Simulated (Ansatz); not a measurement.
Relaxation path: fcc Ni (100), 3 layers

DFT, PBE, PAW with Ansatz's default frozen-core files, scalar-relativistic (Ansatz 0.2.0); a Γ-centred 16×16×1 k mesh, Fermi–Dirac smearing of 0.1 eV, spin-polarised from start moments Ni1 1, Ni2 1, Ni3 1 μB. The run relaxes the atoms in the fixed cell.

Command: `ansatz run input.yaml --threads 2 --pin off --max-ram 4096MiB --backend cpu --events-out ev --progress --plain --runs-dir out` It took 92 s on 2 threads of Arm Neoverse V1 (shared host), peak memory 0.52 GiB.

```yaml
crystal:
  lattice:
    - [2.4893867674, 0.0, 0.0]
    - [0.0, 2.4893867674, 0.0]
    - [0.0, 0.0, 16.5205]
  atoms:
    - { symbol: Ni, position: [0.0, 0.0, 0.3934498191], spin: 1.0 }
    - { symbol: Ni, position: [0.5, 0.5, 0.5], spin: 1.0 }
    - { symbol: Ni, position: [0.0, 0.0, 0.6065501809], spin: 1.0 }
magnetization:
  spin_polarized: true
kpoints:
  mp_grid: { grid: [16, 16, 1] }
scf:
  occupations: { method: fermi_dirac, width: 0.1 }
hamiltonian:
  xc: pbe
  pseudopotentials: { kind: paw }
output:
  forces: true
  stress: true
  eigenvalues: true
relax:
  f_tol: 0.01
  max_steps: 40
efield:
  axis: 3
  amplitude: 0
  dipole_correction: true
```

Each step lists its free energy a cell above the last geometry, and Cartesian positions (Å) with forces (eV/Å).

The first step:

```
step 1  dF = 15.25 meV
  Ni 0.0000 0.0000 6.5000   0.0000 0.0000 0.2892
  Ni 1.2447 1.2447 8.2602   0.0000 0.0000 0.0000
  Ni 0.0000 0.0000 10.0205   0.0000 0.0000 -0.2893
```

Other magnetic orders may lie lower.

Problem. Where does the relaxation end, and by which steps?

Solution. After 3 geometries, with a shortest distance of 2.452 Å and a cell moment of 2.10 μB. The further steps:
```
step 2  dF = 5.40 meV
  Ni 0.0000 0.0000 6.5211   0.0000 0.0000 0.1759
  Ni 1.2447 1.2447 8.2603   0.0000 0.0000 0.0000
  Ni 0.0000 0.0000 9.9994   0.0000 0.0000 -0.1759
step 3  dF = 0.00 meV
  Ni 0.0000 0.0000 6.5529   0.0000 0.0000 -0.0082
  Ni 1.2447 1.2447 8.2602   0.0000 0.0000 0.0000
  Ni 0.0000 0.0000 9.9676   0.0000 0.0000 0.0081
step 4  dF = 0.00 meV  (same geometry, solved once more)
  Ni 0.0000 0.0000 6.5529   0.0000 0.0000 -0.0082
  Ni 1.2447 1.2447 8.2602   0.0000 0.0000 0.0000
  Ni 0.0000 0.0000 9.9676   0.0000 0.0000 0.0082
```
